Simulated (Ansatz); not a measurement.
SrO (rock salt, space group No. 225), plane-wave PAW LDA (Ansatz code): ε∞ = 3.87, cell volume 32.47 Å³. Infrared-active transverse modes:

| ω_TO (cm⁻¹) | oscillator strength S_xx (e²/amu) |
|---|---|
| 215.5 | 0.4521 |

Q: Compute the static dielectric constant.

A: Each mode adds (4.921e7/V) S/ω²: 14.75. So ε0 = 18.6.

Q: What LO frequency does the Lyddane–Sachs–Teller relation give?

A: ω_LO = ω_TO √(ε0/ε∞) = 473 cm⁻¹.

Space group Fm-3m (rock salt). Symmetry was held in the LDA relaxation; phonons on a q-mesh show no instability. Scalar-relativistic: spin–orbit coupling is off unless named, which matters more the heavier the elements.

Potentials: the later of the program's two PAW sets.
